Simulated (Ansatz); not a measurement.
Wurtzite alloy of AlN and SiC (27 of 48 Al sites, 27 of 48 N sites exchanged), 96 atoms

Ansatz, PAW, plane waves. PBEsol relaxation of cell lengths and atoms (angles held) at the single k point (¼, ¼, ¼) without its symmetry partners; single points on the relaxed atoms at the Γ point alone, onto which points of the small cell's zone fold. Arrangement: clustered. No spin–orbit coupling unless named.

Relaxed structure:

```
Al Si C N
1.0
     9.34192    0.00000    0.00000
     0.00000   10.77333    0.00000
     0.00000    0.00000   10.14571
Al Si C N
21 27 27 21
Cartesian
  1.5549 0.9139 2.5299
  1.5524 1.1110 7.7430
  0.0070 3.6274 2.4738
  3.1143 3.6146 2.4738
  1.5646 6.2896 2.5093
  6.2359 3.5859 2.4706
  4.7360 6.2992 2.4516
  7.7423 6.2961 2.4853
  6.2358 9.0659 2.5041
  0.0277 1.8437 0.0410
  3.0769 1.8154 0.0393
  1.5722 4.4125 10.1256
  9.3163 7.0984 10.1290
  6.2232 1.7961 0.0303
  4.6809 4.4651 0.0022
  3.1267 7.1118 10.1341
  1.5498 9.8408 10.1071
  7.7681 4.4295 10.1454
  6.2369 7.1682 10.1312
  4.6440 9.8766 10.0861
  7.8206 9.9076 10.0945
  9.3281 3.6489 7.6338
  4.6336 0.8940 2.5548
  4.6593 1.2497 7.7710
  3.1315 3.6441 7.6350
  1.5625 6.2187 7.6391
  0.0181 8.9479 2.4963
  0.0062 8.8865 7.6349
  7.8258 0.9018 2.5581
  7.7869 1.2439 7.7651
  6.2200 3.6618 7.6352
  4.6808 6.1990 7.6440
  3.0970 8.9529 2.5028
  3.1069 8.8657 7.6356
  7.7708 6.2279 7.6140
  6.2289 8.8925 7.6182
  9.3308 1.8118 5.0804
  3.1254 1.8064 5.0779
  1.5617 4.4531 5.0460
  0.0001 7.1201 5.0807
  6.2285 1.7828 5.0713
  4.6738 4.4512 5.0108
  3.1191 7.1235 5.0789
  1.5567 9.8852 5.1078
  7.7891 4.4532 5.0340
  6.2363 7.1557 5.0471
  4.6832 9.8714 5.1289
  7.7774 9.8773 5.1273
  9.2659 1.7026 1.9814
  9.2562 1.8428 6.9436
  3.1900 1.6861 1.9777
  3.1910 1.8308 6.9406
  1.5636 4.5715 1.8721
  1.5571 4.5433 6.9469
  6.2304 1.4856 1.9625
  6.2225 1.7473 6.9744
  4.6780 4.5170 1.9242
  4.6831 4.5361 6.9025
  7.7901 4.5369 1.8976
  7.7710 4.5487 6.9351
  6.2585 7.3526 1.8755
  1.5542 0.8196 4.6100
  1.5391 0.8031 9.5770
  0.0094 3.5863 4.5307
  9.3281 3.6184 9.3965
  4.6746 0.7978 4.5061
  3.1053 3.5777 4.5249
  3.1372 3.5756 9.3960
  1.5579 6.3710 4.5503
  7.7843 0.8017 4.5074
  6.2388 3.5456 4.5233
  6.2312 3.5306 9.3942
  4.6711 6.3690 4.5569
  4.6837 6.3744 9.3720
  7.7985 6.3571 4.5633
  0.0258 7.3492 1.8919
  0.0037 7.1870 6.9975
  3.0899 7.3549 1.9119
  3.0749 7.1878 6.9676
  1.5570 9.6938 2.0328
  1.5532 9.5326 6.9010
  6.2691 7.2063 6.9656
  4.5200 9.8615 1.9657
  4.6475 9.5409 6.9133
  7.9475 9.8706 1.9666
  7.8136 9.5740 6.9175
  4.6925 0.8211 9.4220
  1.5383 6.4239 9.3529
  9.3344 8.9584 4.4837
  9.3186 8.9177 9.3772
  7.7661 0.8423 9.4232
  3.1208 8.9652 4.4842
  3.1065 8.9444 9.3718
  7.7946 6.4027 9.3197
  6.2333 9.0004 4.6111
  6.2508 9.0530 9.3432
```

Question: What are the mean bond lengths by pair (pairs within 1.2 times the sum of covalent radii, less contacts 15 % beyond the pair's median; cation–cation pairs of compounds aside; long ionic contacts are cut short by that bound)?

Answer: Al–C 1.943 ± 0.075 Å (standard deviation, 49 bonds); Al–N 1.978 ± 0.076 Å (standard deviation, 34 bonds); C–Si 1.863 ± 0.069 Å (standard deviation, 59 bonds); N–Si 1.848 ± 0.086 Å (standard deviation, 47 bonds).

Question: What gap lies between the top filled and the lowest empty level in the single points?

Answer: HSE06 0.32 eV (3.8 min on 7 threads of Neoverse-V2).
